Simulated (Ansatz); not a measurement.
Zn$_{3}$P$_{4}$W in space group Pmn2_1 (No. 31; Pearson symbol oP16) under volume change, r²SCAN (plane waves, PAW; program Ansatz), shape and atoms relaxed at each volume.

```json
[
 {"V (Å³/atom)": "18.578", "E − E(relaxed) (meV/atom)": "…", "P (GPa)": "…"},
 {"V (Å³/atom)": "19.190", "E − E(relaxed) (meV/atom)": "20.2", "P (GPa)": "5.58"},
 {"V (Å³/atom)": "19.803", "E − E(relaxed) (meV/atom)": "4.8", "P (GPa)": "2.57"},
 {"V (Å³/atom)": "20.415", "E − E(relaxed) (meV/atom)": "0.0", "P (GPa)": "0.00"},
 {"V (Å³/atom)": "21.027", "E − E(relaxed) (meV/atom)": "…", "P (GPa)": "…"},
 {"V (Å³/atom)": "21.640", "E − E(relaxed) (meV/atom)": "16.3", "P (GPa)": "-4.05"},
 {"V (Å³/atom)": "22.252", "E − E(relaxed) (meV/atom)": "34.8", "P (GPa)": "-5.61"}
]
```

Fill in the missing entries.


- 21.027, E − E(relaxed) (meV/atom): 4.3
- 21.027, P (GPa): -2.19
- 18.578, E − E(relaxed) (meV/atom): 48.1
- 18.578, P (GPa): 9.10

What does a third-order Birch–Murnaghan fit give for V₀, B₀ and B′?

V₀ = 20.42 Å³/atom, B₀ = 78.6 GPa, B′ = 4.3.

The start of the workflow was typed in or built on a structure type; neither database checked (COD, Materials Project) lists it. Its standing as an ambient phase is unchecked. The r²SCAN relaxation kept the symmetry of its start; its stability against distortions is not shown here. The run is not spin-polarised. Scalar-relativistic: spin–orbit coupling is off unless named, which matters more the heavier the elements.

Potentials: the later of the program's two PAW sets.
